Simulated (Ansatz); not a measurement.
**NbRu (P4/mmm), clamped-ion strain scan**

All numbers below come from DFT PBEsol, scalar-relativistic, plane waves, PAW (Ansatz 0.2.0). Settings: plane waves to 420 eV, k-mesh 16×16×14 (Γ-centred), Gaussian smearing 0.15 eV. No spin polarisation. Energies are free energies at this smearing, counted from the undisturbed cell; pressure is positive in compression.

Zero of the scan (as given, not relaxed at this level; it stands at 4.6 GPa, and it needn't be the usual structure):

```
CELL_PARAMETERS angstrom
3.00000 0.00000 0.00000
0.00000 3.00000 0.00000
0.00000 0.00000 3.38000
ATOMIC_POSITIONS crystal
Nb 0.00000 0.00000 0.00000
Ru 0.50000 0.50000 0.50000
```

The cell is strained by ε times the Voigt pattern (0, 0, 0, 0, 0, 1) (xx, yy, zz, yz, xz, xy; engineering shear) with fractional coordinates fixed. The cell is metallic on the mesh throughout.

| ε | ΔE (meV/atom) | stress summed along the pattern (GPa, tension positive) | pressure (GPa) |
| --- | --- | --- | --- |
| -0.1000 | ? | -6.14 | ? |
| -0.0500 | ? | ? | 5.0 |
| 0.0000 | 0.0 | 0.00 | 4.6 |
| 0.0125 | 0.5 | 0.81 | 4.6 |
| 0.0250 | 2.0 | 1.61 | 4.7 |
| 0.0375 | 4.4 | 2.38 | 4.8 |
| 0.0625 | 12.2 | 3.84 | 5.3 |
| 0.0750 | 17.4 | 4.57 | 5.5 |
| 0.0875 | 23.5 | 5.33 | 5.9 |

By symmetry 0.1000 repeats -0.1000, -0.0750 repeats 0.0750, 0.0500 repeats -0.0500, -0.0250 repeats 0.0250 in energy, with the opposite slope along the path.

Problem. Give the withheld values.

Solution. ΔE (meV/atom) at ε = -0.1000: 30.6; pressure (GPa) at ε = -0.1000: 6.2; ΔE (meV/atom) at ε = -0.0500: 7.8; stress summed along the pattern (GPa, tension positive) at ε = -0.0500: -3.12.